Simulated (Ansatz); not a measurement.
Theory: DFT PBE, scalar-relativistic, plane waves, PAW (Ansatz). Settings: cutoff 420 eV, Γ-centred meshes spaced at most about 0.3 Å⁻¹, and about 0.25 Å⁻¹ or finer for metals (2π included), Gaussian smearing. No spin polarisation in the final relaxations.

These are static total energies at zero pressure.

Two relaxed structures of Zn2CdTe3:

A.

```xyz
6
Lattice="5.4447 0.0000 0.0000 0.0000 5.4447 0.0000 0.0000 0.0000 7.3942" Properties=species:S:1:pos:R:3 pbc="T T T"
Zn    2.7223    0.0000    1.0991
Zn    0.0000    2.7223    1.0991
Cd    0.0000    0.0000    4.9070
Te    0.0000    0.0000    2.0189
Te    2.7223    0.0000    5.8935
Te    0.0000    2.7223    5.8935
```

B.

```xyz
6
Lattice="6.4131 0.0000 0.0000 -3.2065 5.5539 0.0000 0.0000 0.0000 7.7488" Properties=species:S:1:pos:R:3 pbc="T T T"
Zn    0.0000    0.0000    5.1240
Zn    0.0000    0.0000    2.6249
Cd    0.0000    0.0000    0.0000
Te    3.2065    0.0000    0.0000
Te   -1.6033    2.7770    0.0000
Te    1.6033    2.7770    0.0000
```

Question: Which would you expect to be lower, and how large is the difference?

Answer: A is lower, by 0.34 eV/atom. A has space group P4mm (No. 99), 36.5 Å³/atom and no gap on its mesh; B has space group P6/mmm (No. 191), 46.0 Å³/atom and no gap. Counting Te atoms around Cd and Zn (those within 1.25 times the shortest such distance or 1.15 times the sum of covalent radii; a plus sign parts nearer from farther groups; the shortest distance is added where it is long for a bond), A has Zn 1+2, Cd 5 and B has Zn 6 from 4.1 Å, Cd 6. The denser one is the lower, and pressure would at first widen the difference. Even the lower one lies +0.06 eV/atom against the reference forms of the elements (uncorrected), so neither is stable at this level. Both come from invented guesses.

Spin–orbit coupling, which can matter for Te, is left out. Cells relaxed within their symmetry can be saddle points.
